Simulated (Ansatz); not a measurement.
One crystal and one scan (energy over volume and axial ratio) at two levels, PBE (plane waves to 420 eV, PAW, scalar-relativistic; Ansatz, a program for electronic structure) and r2SCAN (plane waves to 500 eV, PAW, scalar-relativistic; Ansatz), each from its own relaxed cell and on its own mesh. The cell shown is that of PBE.

GaAs (zinc blende)

```
CELL_PARAMETERS angstrom
      0.00000     2.87279     2.87279
      2.87279     0.00000     2.87279
      2.87279     2.87279     0.00000
ATOMIC_POSITIONS crystal
  As 0.75000 0.75000 0.75000
  Ga 0.00000 0.00000 0.00000
```

Two coordinates are scanned: the volume, and the ratio of the stretch along z (the conventional c axis) to the stretch across it. Atoms keep their fractional coordinates.

The energy includes the smearing's −TS. GaAs was relaxed with its symmetry unable to fall. Percentages come from the unrounded values. Both scans cover V/V₀ from 0.960 to 1.040 and (c/a)/(c/a)₀ from 0.880 to 1.120.

| quantity | PBE | r2SCAN | PBE − r2SCAN |
|---|---|---|---|
| Lattice constant a (Å) | 5.746 | 5.667 | +0.079 (+1.4 %) |
| Shear modulus C′ = (C11 − C12)/2 (fit, atoms clamped) (GPa) | 29 | 34 | -5 (-14 %) |

PBE gives the higher value for: lattice constant a. PBE gives the lower value for: shear modulus C′. Neither level is exact: the differences show how much the result hangs on the functional.

(A scan under strain: stresses follow from slopes of the energy per volume, elastic moduli from its curvatures.)
